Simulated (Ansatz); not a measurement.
CsLiCr2Te2S3: changing the functional

```
Cs Li Cr Te S
1.0
     7.05684    0.00000    0.00788
     0.00000    3.98060    0.00000
    -2.68302    0.00000    8.67869
Cs Li Cr Te S
1 1 2 2 3
Direct
  0.07739 0.00000 0.37706
  0.86424 0.50000 0.78883
  0.12646 0.00000 0.94616
  0.59290 0.50000 0.97165
  0.50838 0.00000 0.15270
  0.55612 0.00000 0.74893
  0.87426 0.00000 0.68502
  0.25176 0.50000 0.84402
  0.96294 0.50000 0.05357
```

The cell comes from a database or a generator and needn't be the stable form of this composition.

Kept alike: task band structure; k mesh 4 × 7 × 3; occupations fermi-dirac, width 0.05 eV; collinear spin, ferromagnetic start. Program: Ansatz, Ansatz PAW. Cutoffs run from 420 to 500 eV. The mesh is that of the run's cell of 9 atoms. No spin-orbit coupling.

```csv
functional,band gap (eV),pressure (GPa),largest site moment (μB)
BLYP,0.509,2.80,2.86
LDA,0.382,-4.01,2.87
PBE,0.459,0.02,2.89
PBEsol,0.413,-2.24,2.90
RPBE,0.483,1.82,2.92
r2SCAN,0.623,-0.05,3.01
revPBE,0.477,1.40,2.92
```

Pressure is positive in compression, with a Pulay correction for the finite cutoff. Spin-orbit coupling, left out here, moves the band edges of heavy atoms and can close or invert small gaps. The runs hold the magnetic state that their start led to, which needn't be the lowest. Gaps are the smaller of the mesh's and the band path's. Site moments count inside each atom's sphere or projector. All rows use potentials made for PBE.

Task: What does the functional change here?

Result: The band gap runs from 0.382 (LDA) to 0.623 eV (r2SCAN). From PBE: BLYP +0.050; LDA -0.077; PBEsol -0.046; RPBE +0.024; r2SCAN +0.164; revPBE +0.018. The pressure runs from -4.01 (LDA) to 2.80 GPa (BLYP). From PBE: BLYP +2.78; LDA -4.03; PBEsol -2.26; RPBE +1.80; r2SCAN -0.07; revPBE +1.38. The largest site moment runs from 2.86 (BLYP) to 3.01 μB (r2SCAN). From PBE: BLYP -0.03; LDA -0.02; PBEsol +0.01; RPBE +0.03; r2SCAN +0.12; revPBE +0.03.
